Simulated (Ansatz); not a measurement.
Y (hcp (Mg type), space group No. 194), a = 3.6860 Å, b = 3.6860 Å, c = 5.6931 Å, α = 90.00°, β = 90.00°, γ = 120.00°.

Relaxed with r²SCAN.

**Question.** Which orbitals make up the states near the Fermi level in plane-wave PAW r²SCAN (Ansatz code)?

**Answer.** Within 0.5 eV of the Fermi level: Y 4d 87 %, outside the projected shells 6 %. Projections are on Löwdin-orthogonalised atomic valence shells; empty p or d shells of many metals are not among them.

**Question.** Tabulate the density of states.

**Answer.** States/eV per cell of 2 atoms, in 0.25 eV bins, energy from the Fermi level.

```csv
E (eV),total,Y 4d,Y 5s,Y 4p
-5.05,0.00,0.00,0.00,0.00
-4.80,0.06,0.00,0.06,0.00
-4.55,0.15,0.00,0.14,0.00
-4.30,0.21,0.00,0.20,0.00
-4.05,0.27,0.01,0.25,0.00
-3.80,0.33,0.01,0.30,0.01
-3.55,0.40,0.02,0.36,0.01
-3.30,0.44,0.04,0.38,0.01
-3.05,0.52,0.07,0.43,0.01
-2.80,0.61,0.11,0.47,0.01
-2.55,0.72,0.18,0.51,0.02
-2.30,0.88,0.29,0.55,0.02
-2.05,1.15,0.50,0.59,0.02
-1.80,1.79,1.08,0.64,0.02
-1.55,1.75,1.18,0.50,0.02
-1.30,1.80,1.34,0.38,0.03
-1.05,2.15,1.78,0.30,0.03
-0.80,2.31,2.06,0.16,0.03
-0.55,2.66,2.47,0.09,0.04
-0.30,3.29,2.87,0.19,0.05
-0.05,3.69,3.23,0.15,0.05
0.20,3.52,3.02,0.18,0.04
0.45,1.66,1.44,0.07,0.01
0.70,1.48,1.27,0.06,0.01
0.95,1.79,1.59,0.06,0.01
1.20,3.79,3.26,0.18,0.02
1.45,4.36,3.73,0.18,0.02
1.70,3.52,3.25,0.13,0.01
1.95,3.45,3.20,0.11,0.01
2.20,4.17,3.91,0.09,0.01
2.45,2.73,2.58,0.03,0.01
2.70,1.82,1.73,0.02,0.00
2.95,1.32,1.28,0.01,0.00
3.20,1.73,1.67,0.01,0.00
3.45,1.63,1.57,0.02,0.00
3.70,1.68,1.60,0.03,0.00
3.95,1.78,1.69,0.04,0.00
4.20,1.98,1.85,0.06,0.00
4.45,2.33,2.13,0.11,0.00
```

Space group P6_3/mmc (hcp (Mg type)). Symmetry was held in the r²SCAN relaxation. No spin polarisation was allowed. Axis ratios of metals converge slowly with the k-mesh, so a and c are less sure than the volume. Spin–orbit coupling is left out wherever it is not named.

Potentials: the later of the program's two PAW sets.
